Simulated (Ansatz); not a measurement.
Here is the system:

C:
```yaml
crystal:
  lattice:
    - [0.00000, 1.54577, 1.54577]
    - [1.54577, 0.00000, 1.54577]
    - [1.54577, 1.54577, 0.00000]
  atoms:
    - { symbol: C, position: [0.00000, 0.00000, 0.00000] }
```

This is the r²SCAN+D4-relaxed structure.

**Question.** All from r²SCAN+D4 (plane waves, PAW; program Ansatz), unless another level is named. Predict the electronic character.

**Answer.** metallic (no gap).

**Question.** Predict the density of states at the Fermi level.

**Answer.** 0.35 states/eV per atom (mean over ±0.08 eV).

Space group Fm-3m (fcc (Cu type)). The start of the workflow was typed in or built on a structure type; neither database checked (COD, Materials Project) lists it. It is not the phase usual at ambient conditions (space group No. 194, 227). The r²SCAN+D4 relaxation kept the symmetry of its start. At this level the phase is mechanically unstable. The volume moved by -35 % from the start of the relaxation.

Potentials: the earlier of the program's two PAW sets.
